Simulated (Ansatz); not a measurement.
The start is a relaxed C cell deformed by the Cartesian strain tensor (xx, yy, zz, yz, xz, xy) = (0.020, -0.016, -0.113, 0.056, 0.094, -0.044). Cell shape, volume and atoms are optimised at zero target pressure with r2SCAN (plane waves to 500 eV, PAW, scalar-relativistic; Ansatz, a first-principles code). The first steps use a coarse 12×11×13 k-mesh.

Input geometry:
```
C
1.0
    0.08990     1.85134     1.67866
    1.98307     0.02225     1.74631
    1.73830     1.67421     0.26702
C
2
Direct
  0.50000   0.50000   0.50000
  0.75000   0.75000   0.75000
```

```yaml
initial_pressure: "+114 GPa (positive: the cell is compressed)"
largest_initial_force: 5.47 eV/Å, on C1, C2 (atoms numbered as listed)
Shortest distances (start → end): "The closest pairs of elements (up to four, under 3.6 Å), start → end: C–C 1.29 → 1.54 Å"
band_gap_at_the_end: 4.36 eV, indirect (valence top at Γ, conduction bottom at 71 % of the way from Γ to X) (no spin-orbit coupling)
optimiser_moves: 10
```

It ends as:

```cif
data_C8
_chemical_formula_sum 'C8'
_space_group_name_H-M_alt 'Fd-3m :1'
_space_group_IT_number 227
_space_group_name_Hall 'F 4d 2 3 -1d'
_cell_length_a 3.56030
_cell_length_b 3.56030
_cell_length_c 3.56030
_cell_angle_alpha 90.000
_cell_angle_beta 90.000
_cell_angle_gamma 90.000
loop_
_atom_site_label
_atom_site_type_symbol
_atom_site_symmetry_multiplicity
_atom_site_Wyckoff_symbol
_atom_site_fract_x
_atom_site_fract_y
_atom_site_fract_z
_atom_site_occupancy
C1 C 8 b 0.50000 0.50000 0.50000 1
```
(The calculation used a cell of 2 atoms; values per cell refer to that cell.)

Final values are on a 16×16×16 k-mesh of the relaxed cell. No spin polarisation in the result.

The run could not lose the symmetry of its start.
